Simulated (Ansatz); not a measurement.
What does Ansatz print for the nuclei with this input?

The cell is a computed structure from the Materials Project (it need not be an observed phase), ions relaxed with PBE at fixed cell.

```yaml
crystal:
  lattice:
    - [2.0956832629, 1.209943296, 9.9762290674]
    - [-2.0956832629, 1.209943296, 9.9762290674]
    - [0.0, -2.419886592, 9.9762290674]
  atoms:
    - { symbol: Bi, position: [0.39817577, 0.39817577, 0.39817577] }
    - { symbol: Bi, position: [0.60182423, 0.60182423, 0.60182423] }
    - { symbol: Se, position: [0.0, 0.0, 0.0] }
    - { symbol: Se, position: [0.2163229471, 0.2163229471, 0.2163229471] }
    - { symbol: Se, position: [0.7836770529, 0.7836770529, 0.7836770529] }
kpoints:
  mp_grid: { grid: [8, 8, 8] }
scf:
  occupations: { method: fermi_dirac, width: 0.02 }
hamiltonian:
  xc: pbe
  pseudopotentials: { kind: paw_fr }
output:
  forces: true
  stress: true
  populations: true
  efg: { quadrupole_moments_barn: { Bi: -0.516 }, contact_densities: true }
magnetization:
  noncollinear: true
  spin_orbit: true
```

```sh
ansatz run input.yaml --threads 4 --pin off --max-ram 10240MiB --backend cpu --events-out ev --progress --plain --runs-dir out
```

Of the output, the block on the nuclei alone is shown; the set-up, the SCF iterations, energies, forces and stress are cut. One atom of each set with nearly equal values is shown.

```
--- PAW observables at the nuclei: V_zz in 10²¹ V/m², potentials from the cell's mean, atoms counted from 1 ---
  atom   1  Bi V_zz =    -0.844407   η = 0.0000   by run symmetry: allowed   C_q = +10.5355 MHz
            electrostatic potential = -17941.037925 V   contact ρ = 18138340.147874 e/Å³
  atom   3  Se V_zz =    +7.579004   η = 0.0000   by run symmetry: allowed
            electrostatic potential = -4711.983894 V   contact ρ = 263122.161605 e/Å³
  atom   4  Se V_zz =    -2.152209   η = 0.0000   by run symmetry: allowed
            electrostatic potential = -4711.769268 V   contact ρ = 263128.344420 e/Å³
```

Hardware: 4 threads of Intel Xeon 6975P-C (Granite Rapids) (x86_64; 44 cores open to the job, memory cap 10.0 GiB, no GPU), a shared host with a load of 0.4 a core. Wall time 33 s, CPU time 2.1 min, peak memory 2.1 GiB.

With no gap above 0.1 eV, as in a metal, the gradients converge slowly in k; expect changes of a tenth or more on a denser mesh. Semilocal functionals make gaps too small and can close them, so the real compound need not be a metal.
